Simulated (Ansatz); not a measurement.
SiC2N4:
Space group Pn-3m, origin choice 1 (No. 224); a = b = c = 6.641 Å, α = β = γ = 90.00°

```csv
atom,site,symmetry,x,y,z
Si,2a,-43m,0.0000,0.0000,0.0000
C,4c,.-3m,0.7500,0.7500,0.7500
N,8e,.3m,0.6457,0.6457,0.6457
```

Relaxed with r²SCAN.

Which orbitals make up the states near the band edges in the program Ansatz at the r²SCAN level (PAW)?

Top 1 eV of the valence band: N 2p 95 %. Bottom 1 eV of the conduction band: C 2p 38 %, N 2p 21 %, Si 3p 20 %, N 2s 5 %, outside the projected shells 14 %. Projections are on Löwdin-orthogonalised atomic valence shells; empty p or d shells of many metals are not among them.

Tabulate the density of states.

States/eV per cell of 14 atoms, in 0.25 eV bins, energy from the valence-band maximum.

| E (eV) | total | N 2p | C 2p | Si 3p |
|---|---|---|---|---|
| -7.90 | 6.98 | 4.30 | 0.48 | 1.25 |
| -7.65 | 16.86 | 10.62 | 1.42 | 3.12 |
| -7.40 | 0.00 | 0.00 | 0.00 | 0.00 |
| -7.15 | 0.00 | 0.00 | 0.00 | 0.00 |
| -6.90 | 0.00 | 0.00 | 0.00 | 0.00 |
| -6.65 | 0.00 | 0.00 | 0.00 | 0.00 |
| -6.40 | 0.00 | 0.00 | 0.00 | 0.00 |
| -6.15 | 0.00 | 0.00 | 0.00 | 0.00 |
| -5.90 | 0.00 | 0.00 | 0.00 | 0.00 |
| -5.65 | 0.00 | 0.00 | 0.00 | 0.00 |
| -5.40 | 0.00 | 0.00 | 0.00 | 0.00 |
| -5.15 | 1.63 | 0.93 | 0.65 | 0.00 |
| -4.90 | 32.16 | 18.24 | 12.76 | 0.05 |
| -4.65 | 21.33 | 11.73 | 9.06 | 0.03 |
| -4.40 | 8.89 | 4.70 | 4.05 | 0.00 |
| -4.15 | 0.00 | 0.00 | 0.00 | 0.00 |
| -3.90 | 0.00 | 0.00 | 0.00 | 0.00 |
| -3.65 | 0.00 | 0.00 | 0.00 | 0.00 |
| -3.40 | 0.00 | 0.00 | 0.00 | 0.00 |
| -3.15 | 0.00 | 0.00 | 0.00 | 0.00 |
| -2.90 | 0.00 | 0.00 | 0.00 | 0.00 |
| -2.65 | 0.00 | 0.00 | 0.00 | 0.00 |
| -2.40 | 0.00 | 0.00 | 0.00 | 0.00 |
| -2.15 | 0.00 | 0.00 | 0.00 | 0.00 |
| -1.90 | 0.00 | 0.00 | 0.00 | 0.00 |
| -1.65 | 19.68 | 18.02 | 0.04 | 0.76 |
| -1.40 | 9.42 | 8.69 | 0.12 | 0.28 |
| -1.15 | 7.87 | 7.26 | 0.16 | 0.21 |
| -0.90 | 3.73 | 3.47 | 0.09 | 0.08 |
| -0.65 | 7.89 | 7.43 | 0.17 | 0.13 |
| -0.40 | 7.79 | 7.42 | 0.13 | 0.10 |
| -0.15 | 7.55 | 7.39 | 0.05 | 0.03 |
| 0.10 | 0.08 | 0.08 | 0.00 | 0.00 |
| 0.35 | 0.00 | 0.00 | 0.00 | 0.00 |
| 0.60 | 0.00 | 0.00 | 0.00 | 0.00 |
| 0.85 | 0.00 | 0.00 | 0.00 | 0.00 |
| 1.10 | 0.00 | 0.00 | 0.00 | 0.00 |
| 1.35 | 0.00 | 0.00 | 0.00 | 0.00 |
| 1.60 | 0.00 | 0.00 | 0.00 | 0.00 |
| 1.85 | 0.00 | 0.00 | 0.00 | 0.00 |
| 2.10 | 0.00 | 0.00 | 0.00 | 0.00 |
| 2.35 | 0.00 | 0.00 | 0.00 | 0.00 |
| 2.60 | 0.00 | 0.00 | 0.00 | 0.00 |
| 2.85 | 0.00 | 0.00 | 0.00 | 0.00 |
| 3.10 | 0.00 | 0.00 | 0.00 | 0.00 |
| 3.35 | 0.00 | 0.00 | 0.00 | 0.00 |
| 3.60 | 0.00 | 0.00 | 0.00 | 0.00 |
| 3.85 | 0.00 | 0.00 | 0.00 | 0.00 |
| 4.10 | 0.00 | 0.00 | 0.00 | 0.00 |
| 4.35 | 0.00 | 0.00 | 0.00 | 0.00 |
| 4.60 | 0.00 | 0.00 | 0.00 | 0.00 |
| 4.85 | 4.68 | 0.83 | 1.74 | 1.28 |
| 5.10 | 5.34 | 1.07 | 2.06 | 1.30 |
| 5.35 | 9.59 | 2.19 | 3.78 | 1.81 |
| 5.60 | 5.94 | 1.34 | 2.13 | 0.94 |
| 5.85 | 6.85 | 1.59 | 2.38 | 0.82 |
| 6.10 | 4.98 | 1.23 | 1.78 | 0.50 |
| 6.35 | 7.02 | 1.78 | 2.42 | 0.66 |
| 6.60 | 4.08 | 0.81 | 1.11 | 0.39 |
| 6.85 | 5.81 | 1.20 | 1.57 | 0.58 |
| 7.10 | 6.98 | 1.54 | 1.93 | 0.76 |
| 7.35 | 8.23 | 2.35 | 2.83 | 0.62 |
| 7.60 | 7.31 | 1.66 | 2.02 | 0.55 |
| 7.85 | 6.65 | 1.52 | 1.85 | 0.41 |
| 8.10 | 7.44 | 1.74 | 2.11 | 0.37 |
| 8.35 | 5.68 | 0.55 | 0.74 | 0.53 |
| 8.60 | 4.31 | 0.17 | 0.27 | 0.39 |
| 8.85 | 4.90 | 0.09 | 0.15 | 0.24 |
| 9.10 | 9.20 | 0.18 | 0.19 | 0.29 |
| 9.35 | 6.04 | 0.15 | 0.09 | 0.14 |
| 9.60 | 6.00 | 0.16 | 0.08 | 0.20 |

The workflow started from a Materials Project entry (that database holds measured and hypothetical structures alike); the Crystallography Open Database files this formula in space group No. 224, but the cells were not matched. Whether it is the stable phase at ambient conditions was not checked. The cell was relaxed with r²SCAN under the symmetry of its start; whether a distortion lowers the energy is not shown.

Potentials: the later of the program's two PAW sets.
